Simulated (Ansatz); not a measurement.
Li3BrO (anti-perovskite, Pm-3m), a = b = c = 3.9365 Å, α = β = γ = 90.00°.

Relaxed with PBEsol. Independent-particle spectrum: no excitons, no local fields, no scissors shift; 0.1 eV broadening; ε₁ of the summed bands alone.

Task: Tabulate the dielectric function from PBEsol (plane waves, PAW; program Ansatz).

Result: 

| E (eV) | ε₁ xx | ε₂ xx |
|---|---|---|
| 0.0 | 3.87 | 0.00 |
| 0.3 | 3.88 | 0.00 |
| 0.6 | 3.89 | 0.00 |
| 0.9 | 3.91 | 0.00 |
| 1.2 | 3.94 | 0.00 |
| 1.5 | 3.98 | 0.00 |
| 1.8 | 4.04 | 0.00 |
| 2.1 | 4.10 | 0.00 |
| 2.4 | 4.18 | 0.00 |
| 2.7 | 4.29 | 0.00 |
| 3.0 | 4.41 | 0.00 |
| 3.3 | 4.56 | 0.00 |
| 3.6 | 4.76 | 0.00 |
| 3.9 | 5.03 | 0.00 |
| 4.2 | 5.44 | 0.01 |
| 4.5 | 5.94 | 0.37 |
| 4.8 | 6.33 | 0.65 |
| 5.1 | 6.89 | 1.33 |
| 5.4 | 7.18 | 2.08 |
| 5.7 | 7.05 | 3.07 |
| 6.0 | 7.54 | 3.98 |
| 6.3 | 6.71 | 5.54 |
| 6.6 | 6.29 | 6.50 |
| 6.9 | 3.18 | 6.96 |
| 7.2 | 3.14 | 5.65 |
| 7.5 | 2.90 | 5.92 |
| 7.8 | 2.60 | 6.78 |
| 8.1 | 0.20 | 5.79 |
| 8.4 | 0.75 | 4.92 |
| 8.7 | 0.35 | 4.35 |
| 9.0 | 1.05 | 4.48 |
| 9.3 | 0.51 | 4.21 |
| 9.6 | 0.25 | 3.89 |
| 9.9 | 0.51 | 3.84 |
| 10.2 | 0.64 | 4.81 |
| 10.5 | -1.15 | 4.41 |
| 10.8 | -1.10 | 3.16 |
| 11.1 | -0.71 | 2.59 |
| 11.4 | 0.10 | 3.17 |
| 11.7 | -0.81 | 2.90 |
| 12.0 | -0.96 | 3.70 |

Task: From ε at 4.9 eV (xx: 6.56 + 0.78i), find n, k, the normal reflectivity and the absorption coefficient.

Result: n = 2.57, k = 0.152, R = 19 %, α = 2kE/ħc = 75000 cm⁻¹.

With all bands, ε∞ without local fields is 3.94. DFPT, with local fields, gives 3.70.

The first step of the workflow began from a Materials Project structure, measured or hypothetical; the Crystallography Open Database files this formula in space group No. 221, but the cells were not matched. Whether it is the stable phase at ambient conditions was not checked. Symmetry was held in the PBEsol relaxation; whether a distortion lowers the energy is not shown. Scalar-relativistic: spin–orbit coupling is off unless named, which matters more the heavier the elements.

Potentials: the later of the program's two PAW sets.
